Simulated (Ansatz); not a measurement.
CsSnI₃ (cubic perovskite)

```
CELL_PARAMETERS angstrom
      6.27122     0.00000     0.00000
      0.00000     6.27122     0.00000
      0.00000     0.00000     6.27122
ATOMIC_POSITIONS crystal
  Cs 0.00000 0.00000 0.00000
  Sn 0.50000 0.50000 0.50000
  I  0.00000 0.50000 0.50000
  I  0.50000 0.50000 0.00000
  I  0.50000 0.00000 0.50000
```

The slice is a {100} plane (indices of the conventional cell) through the point (0.500, 0.000, 0.500) (fractional), spanned by u = [100] and v = [010] in vectors of this cell: u (6.27 Å) and v (6.27 Å, at 90° to u). It covers one period; positions are fractions (u, v).

Calculation: PBE (plane waves to 420 eV, PAW, scalar-relativistic; Ansatz, a quantum-chemistry and plane-wave program). k mesh 6×6×6. Near the nuclei the fields are pseudised (PAW); where an atom keeps semicore shells as valence, they peak there. CsSnI3 was relaxed with its symmetry unable to fall. Spin-orbit coupling is left out, though I is heavy. The PAW data are Ansatz's earlier set. This is a high-temperature form of CsSnI3.

The ELF has a maximum in the middle third of the Sn–I line. Where, and how high?

0.67, 2.0 Å from Sn.

What is the valence density on the shortest Sn–I line in this plane (3.14 Å), at its minimum between the atoms?

0.21 e/Å³.

Predict the map of the electron localisation function (ELF) on the slice.


```
|xx3579997310000000137999753x|
|x346899852000000000258998643|
|4567898731000000000137898765|
|7778987410000111000014789877|
|8888764100012343210001467888|
|7776531000135777531000135677|
|5443210001478999874100012344|
|3332210014789999987410012233|
|3333321136899999998631123333|
|4444332257988777889752233444|
|2234432368876545678863234432|
|x0134334787643x3467874334310|
|xx02433478753xxx35787433420x|
|xxx243357874xxxxx478753342xx|
|xx02433478753xxx35787433420x|
|x0134334787643x3467874334310|
|2234432368876545678863234432|
|4444332257988777889752233444|
|3333321136899999998631123333|
|3332210014789999987410012233|
|5443210001478999874100012344|
|7776531000135777531000135677|
|8888764100012343210001467888|
|7778987410000111000014789877|
|4567898731000000000137898765|
|x346899852000000000258998643|
|xx3579997310000000137999753x|
|xxx47999741000000014799974xx|
```
Scale: ten equal steps from 0.00 (start of '0') to 0.81 (end of '9'), in the order '0123456789'. Values: electron localisation function (ELF). The map has 28 points along u (one character each, u = 0 at the left) and 28 along v (v = 0 in the bottom row). Points within 0.5 Å of a nucleus are blanked (x), as the pseudised field means little there.
